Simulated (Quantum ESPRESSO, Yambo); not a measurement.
## CdO2H2: DFT and GW levels

Space group P-3m1 (No. 164); a = b = 3.5433 Å, c = 4.5852 Å, α = β = 90.00°, γ = 120.00°

```json
[
 {"atom": "H", "site": "2d", "symmetry": "3m.", "x": "0.3333", "y": "0.6667", "z": "0.4521"},
 {"atom": "O", "site": "2d", "symmetry": "3m.", "x": "0.3333", "y": "0.6667", "z": "0.2407"},
 {"atom": "Cd", "site": "1a", "symmetry": "-3m.", "x": "0.0000", "y": "0.0000", "z": "0.0000"}
]
```

Cell and atoms were relaxed with PBE+D3(BJ) from Materials Project entry mp-625548, within its symmetry.

Starting point: norm-conserving PBEsol (Quantum ESPRESSO, 102 Ry, with spin-orbit coupling). G0W0 in Yambo: 3×3×2 Γ-centred k mesh, bands 9 to 158 and a 7 Ry block in the screening, 158 bands in G with the Bruneval-Gonze terminator, plasmon pole fitted at 27.2 eV.

* **PBEsol gap along the band path**: 1.59 eV
* **PBEsol gap between the mesh's edge points (A → Γ)**: 1.65 eV
* **G0W0 gap between the same points**: 3.40 eV
* **PBEsol smallest direct gap on the mesh (at Γ)**: 1.94 eV
* **G0W0 direct gap at that point**: 3.75 eV
* **estimate of the fundamental G0W0 gap (path gap plus the correction; the mesh misses a band edge)**: 3.34 eV

| k point | band | E PBEsol (eV) | E QP (eV) | shift (eV) | Z |
|---|---|---|---|---|---|
| Γ | VB−2 | -0.34 | -1.38 | -1.03 | 0.79 |
| Γ | VB−1 | -0.29 | -1.34 | -1.05 | 0.79 |
| Γ | VB | -0.29 | -1.34 | -1.05 | 0.79 |
| Γ | CB | 1.65 | 2.41 | 0.76 | 0.85 |
| Γ | CB+1 | 1.65 | 2.41 | 0.76 | 0.85 |
| A | VB | 0.00 | -0.98 | -0.98 | 0.79 |
| A | CB | 4.31 | 5.13 | 0.82 | 0.85 |
| K | VB | -1.45 | -2.41 | -0.97 | 0.78 |
| K | CB | 6.72 | 8.34 | 1.62 | 0.82 |
| H | VB | -0.83 | -1.89 | -1.06 | 0.79 |
| H | CB | 7.02 | 8.74 | 1.72 | 0.82 |

Energies count from the PBEsol valence-band maximum.

Nearest settings tried, and what they do to the gap: 108 bands in W, 108 bands in G: +88 meV; 6 Ry block (109 vectors against 121): -20 meV. Not varied: mesh. So the settings aren't converged at that level. The k mesh is coarse.

The structure is a Materials Project entry; no match was found in the copy of COD used, and its stability was not checked.
